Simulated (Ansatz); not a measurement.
WO3:
```
WO3
1.0
    7.57239     0.00000     0.00000
    0.00000     7.57239     0.00000
    0.00000     0.00000     3.87788
W O
4 12
Direct
  0.73205   0.23205   0.05476
  0.23205   0.26795   0.94524
  0.26795   0.76795   0.05476
  0.76795   0.73205   0.94524
  0.74442   0.24442   0.51072
  0.24442   0.25558   0.48928
  0.25558   0.75558   0.51072
  0.75558   0.74442   0.48928
  0.25080   0.00563   0.00410
  0.00563   0.74920   0.99590
  0.74920   0.99437   0.00410
  0.99437   0.25080   0.99590
  0.75080   0.49437   0.99590
  0.50563   0.75080   0.00410
  0.24920   0.50563   0.99590
  0.49437   0.24920   0.00410
```

Relaxed with PBEsol. Special points in fractions of this cell's reciprocal vectors: Γ (0.000, 0.000, 0.000); X (0.000, 0.500, 0.000); M (0.500, 0.500, 0.000); Z (0.000, 0.000, 0.500); R (0.000, 0.500, 0.500); A (0.500, 0.500, 0.500).

Problem. List the band energies nearest the valence-band maximum at these points for DFT-PBEsol in the program Ansatz with PAW potentials.

Solution. In eV from the valence-band maximum; about four levels below and three above (degenerate sets whole), none deeper than 8.9 eV; points with the same levels are listed once.

```csv
k,below,above
Γ,-1.26 -1.22 -1.22 -0.01,1.17 1.65 1.65
X,-1.37 -1.37 -0.63 -0.63,1.71 1.71 2.94 2.94
M,-0.90 -0.90 -0.73 -0.73,3.14 3.14 3.19 3.19
Z,-0.14 -0.13 -0.13 0.00,1.20 4.02 4.09 4.09
R,-0.61 -0.61 -0.14 -0.14,2.93 2.93 4.10 4.10
A,-0.54 -0.54 -0.52 -0.52,3.69 3.69 3.82 3.82
```

Space group P-42_1m. The workflow started from a Materials Project entry (that database holds measured and hypothetical structures alike); the Crystallography Open Database copy checked does not list it. COD files the formula under space group No. 2, 14, 62, 129, 130, 191, so this cell is another polymorph or a model. Its standing as an ambient phase is unchecked. Symmetry was held in the PBEsol relaxation; its stability against distortions is not shown here. No spin polarisation was allowed. No Hubbard U is applied. Spin–orbit coupling is left out wherever it is not named.

Potentials: the later of the program's two PAW sets.
